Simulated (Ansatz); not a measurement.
TiGe2 in space group Fddd (No. 70; Ti on 8b, Ge on 16f) under volume change, DFT-LDA in the program Ansatz with PAW potentials, shape and atoms relaxed at each volume.

| V (Å³/atom) | E − E(relaxed) (meV/atom) | P (GPa) |
|---|---|---|
| 13.727 | 59.7 | 15.37 |
| 14.180 | (withheld) | (withheld) |
| 14.632 | 5.9 | 4.29 |
| 15.085 | 0.0 | 0.00 |
| 15.537 | (withheld) | (withheld) |
| 15.990 | 19.9 | -6.67 |

Question: Fill in the missing entries.

Answer: 
- 15.537, E − E(relaxed) (meV/atom): 5.3
- 15.537, P (GPa): -3.63
- 14.180, E − E(relaxed) (meV/atom): 25.0
- 14.180, P (GPa): 9.37

Question: What does a third-order Birch–Murnaghan fit give for V₀, B₀ and B′?

Answer: V₀ = 15.09 Å³/atom, B₀ = 131 GPa, B′ = 4.6.

The first step of the workflow began from a Materials Project structure, measured or hypothetical; the Crystallography Open Database files this formula in space group No. 70, but the cells were not matched. Whether it is the stable phase at ambient conditions was not checked. Symmetry was held in the LDA relaxation; its stability against distortions is not shown here. No spin polarisation was allowed.

Potentials: the later of the program's two PAW sets.
